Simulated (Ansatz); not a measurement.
Crystals of one structure type (rock salt) and one family of elements, relaxed and computed with the program Ansatz at the PBE level (PAW).

```
crystal  V (Å³/atom)  gap (eV)
-------  -----------  --------
LiF             8.41      8.83
NaF            12.99      6.09
LiCl           17.08      6.26
LiBr           20.92      4.91
NaCl           23.10      5.00
RbCl           37.58         ?
KBr            37.69      4.31
```

Q: Fit a straight line to E_g against V and predict the withheld value.

A: Least squares on the 6 shown rows: E_g = -0.132 × V + (8.544), with a scatter of 0.82. For RbCl this gives 3.58. The run itself gave 4.83, outside the scatter: the line misses something about this case.

All cells were relaxed under the symmetry of their starts (and spin orders); stability against distortions was not tested throughout. Spin–orbit coupling is left out wherever it is not named.

Potentials: the later of the program's two PAW sets.
